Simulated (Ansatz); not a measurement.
**Work and stress of cleavage in Mo**

The calculation used DFT PBEsol, scalar-relativistic, plane waves, PAW (Ansatz). Cutoff 420 eV, Γ-centred 25×25×6 k-points, Gaussian smearing of 0.15 eV. No spin polarisation. Energies are free energies at this smearing, counted from the undisturbed cell; pressure is positive in compression.

Zero of the scan (relaxed at this level; this form isn't the usual structure):

```
Mo
1.0
    -1.37117   -2.37493    0.00000
     1.37117   -2.37493    0.00000
     0.00000    0.00000    9.96828
Mo
4
Direct
  0.00000 0.00000 0.87500
  0.00000 0.00000 0.12500
  0.00000 0.00000 0.37500
  0.00000 0.00000 0.62500
```

The cut lies on the cell's a–b face, a (0 0 1) plane (indices in the standard cell, whose axes needn't be the Cartesian ones shown) of area 6.51 Å², between layers 2.49 Å apart. Vector c is lengthened by d along the normal with the atoms' Cartesian places fixed: one unrelaxed cut a cell. The traction is positive where the two halves pull on each other.

| d (Å) | energy (J/m²) | traction (GPa) |
| --- | --- | --- |
| -0.30 | 0.87 | -68.0 |
| -0.15 | 0.18 | -27.0 |
| 0.00 | 0.00 | 0.9 |
| 0.25 | 0.37 | 25.5 |
| 0.50 | 1.13 | 32.8 |
| 0.75 | 1.94 | 31.3 |
| 1.00 | 2.67 | 26.2 |
| 1.50 | 3.69 | 15.2 |
| 2.00 | 4.26 | 8.3 |
| 3.00 | 4.72 | 2.0 |
| 4.50 | 4.82 | 0.1 |
| 6.00 | 4.82 | 0.0 |

Question: What are the work of separation and the cleavage stress, and do they fit the universal binding curve?

Answer: The energy levels off near W ≈ 4.82 J/m² (the traction is down to 0.0 GPa), the energy of the two unrelaxed faces, 2.41 J/m² each on average. The largest sampled traction is 32.8 GPa at d = 0.50 Å, and a parabola through it and its two neighbours peaks at σ_max ≈ 33.3 GPa, d ≈ 0.58 Å. The curve E = W[1 − (1 + d/ℓ)exp(−d/ℓ)] peaks in traction at d = ℓ with σ_max = W/(eℓ); with 1 J/m² per Å = 10 GPa this W and σ_max give ℓ = 0.53 Å. A parabola through that curve at the same three d peaks at 0.57 Å, against 0.58 Å here, a fair fit. Real crystals break at far lower stress, because cracks concentrate it, and on the plane of lowest W, which needn't be this one.

The cut is rigid; relaxing the faces lowers these energies and usually the stresses.

In a metal these slopes depend on the k mesh and the smearing.

Cost: 12 runs of about 6.5 core-minutes in all, on Arm Neoverse V2 (shared hosts).